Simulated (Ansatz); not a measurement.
Given:

SiC (zinc blende)

```
CELL_PARAMETERS angstrom
      0.00000     2.18986     2.18986
      2.18986     0.00000     2.18986
      2.18986     2.18986     0.00000
ATOMIC_POSITIONS crystal
  C  0.75000 0.75000 0.75000
  Si 0.00000 0.00000 0.00000
```

A phonon eigenvector at Γ is frozen into this cell: atom i moves by Q times the vector below, so Q is the largest atomic displacement, in Å. The cell is held. It is one choice among 3 degenerate patterns.

| atom | x | y | z |
|---|---|---|---|
| C1 | 0.000 | 0.000 | -1.000 |
| Si2 | 0.000 | 0.000 | 0.428 |

Method: PBE (plane waves to 420 eV, PAW, scalar-relativistic; Ansatz, a quantum-chemistry and plane-wave program). k mesh 13×13×13 (Γ-centred), Fermi-Dirac smearing 0.05 eV. Energies are smeared free energies. SiC was relaxed with its symmetry unable to fall. The PAW data are Ansatz's earlier set. The zero of ΔE is the undisplaced structure.

The scan covers Q from -0.280 to 0.280 Å in 13 points.

Is the energy the same for equal positive and negative displacements?

Even: the same for both signs.

Which space group does the distorted structure have?

Imm2 (No. 44), lowered from F-43m.

What is the energy change at Q = 0.280 Å?

1338 meV/cell.

What harmonic wavenumber does the curvature at Q = 0 give?

775 cm⁻¹.

(For displaced atoms, the force is minus the slope of the energy, and its curvature is a force constant, which sets phonon frequencies.)
